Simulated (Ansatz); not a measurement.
## Collinear states of FeSi2

Theory: DFT PBEsol, scalar-relativistic, plane waves, PAW in Ansatz 0.2.0.

```xyz
3
Lattice="2.6840 0.0000 0.0000 0.0000 2.6840 0.0000 0.0000 0.0000 5.1280" Properties=species:S:1:pos:R:3 pbc="T T T"
Fe    0.0000    0.0000    0.0000
Si    1.3420    1.3420    1.3846
Si    1.3420    1.3420    3.7434
```

```json
{
 "plane-wave cutoff": "420 eV",
 "Γ-centred k-mesh": "16×16×8",
 "occupation rule": "Gaussian smearing, 0.1 eV",
 "list of starting moments (μB, in atom order)": "5 0 0",
 "check for lower electronic states after the SCF": "off"
}
```

All runs keep this geometry, which isn't relaxed for the lowest state (largest force there 0.269 eV/Å, pressure -1.6 GPa) and needn't be a stable compound; relaxing each order can shift differences of a few meV. A propagation vector, in units of the reciprocal vectors, doubles the cell, which takes an equally dense mesh. Site moments are spin moments in atom-centred spheres that scale with the neighbour distance. The states are those that the runs reached from these starts; a lower one can exist.

```json
{"start": "no spin", "ends": "non-magnetic", "energy above lowest (meV/atom)": "0.00", "site moments (μB)": "none over 0.05", "gap on mesh (eV)": "metal", "P (GPa)": "-1.6"}
{"start": "large parallel starting moments", "ends": "non-magnetic", "energy above lowest (meV/atom)": "0.00", "site moments (μB)": "none over 0.05", "gap on mesh (eV)": "metal", "P (GPa)": "-1.6"}
{"start": "antiferromagnetic, doubled cell, propagation vector (0, 0, 1/2)", "ends": "non-magnetic", "energy above lowest (meV/atom)": "0.00", "site moments (μB)": "none over 0.05", "gap on mesh (eV)": "metal", "P (GPa)": "-1.6"}
```

Cost: 3 runs of about 1.3 core-minutes in all, on Arm Neoverse V2 (shared hosts).